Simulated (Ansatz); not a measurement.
Generalised stacking fault of TaN (rock salt) on the {100} plane. The cell below holds the perfect crystal with the plane normal along z; tilting its third vector by the shift puts one fault into each cell, between planes 2.21 Å apart, at fixed cell height.

```
TaN
1.0
    3.12266     0.00000     0.00000
    0.00000     3.12266     0.00000
    1.56133     1.56133     6.62416
N Ta
3 3
Direct
  0.00000   0.00000   0.83333
  0.33333   0.33333   0.16667
  0.66667   0.66667   0.50000
  0.50000   0.50000   0.83333
  0.83333   0.83333   0.16667
  0.16667   0.16667   0.50000
```

In-plane vectors a = (3.123, 0.000) Å, b = (0.000, 3.123) Å, area 9.75 Å². The shift is s times the vector a (length 3.123 Å), so s = 1 restores the start. The shift is rigid: no atom relaxes. γ = [E(shift) − E(0)] / area.

Level of theory: PBE (plane waves to 420 eV, PAW, scalar-relativistic; Ansatz, a quantum-chemistry and plane-wave program). k mesh 13×13×13 (Γ-centred), Fermi-Dirac smearing 0.05 eV. E is the zero-smearing estimate. With partly filled bands, the k mesh leaves noise in γ, roughly 0.02 J/m² as judged from a few cases. Faults lie only 6.6 Å apart, and holding the cell height and the atoms raises γ above its relaxed value. Spin-orbit coupling is left out, though Ta is heavy. TaN is run without spin polarisation. TaN was relaxed with its symmetry unable to fall. The PAW data are Ansatz's earlier set. This is a high-temperature form of TaN. The zero of γ is zero shift. The last digit holds for this mesh only.

| s | γ (J/m²) |
|---|---|
| 0.000 | 0.00 |
| 0.083 | 0.05 |
| 0.167 | 0.24 |
| 0.250 | 0.74 |
| 0.333 | 1.53 |
| 0.417 | withheld |
| 0.500 | 2.51 |
| 0.583 | withheld |
| 0.667 | 1.53 |
| 0.750 | 0.74 |
| 0.833 | 0.24 |
| 0.917 | 0.05 |

### Question
Fit a Fourier form (three harmonics of 1 − cos and sin) to the given rows and predict γ at s = 0.417.

### Answer
Least squares on the 10 given rows: γ = (1.266)·[1 − cos(2πs)] + (-0.253)·[1 − cos(4πs)] + (-0.008)·[1 − cos(6πs)], in J/m²; root-mean-square residual 0.010 J/m². At 0.417 the fit gives 2.23 J/m²; the calculation gives 2.23 J/m², the same to the digits shown. 

(The slope of γ gives the shear force per area between the displaced halves; near zero shift its curvature is an elastic stiffness.)
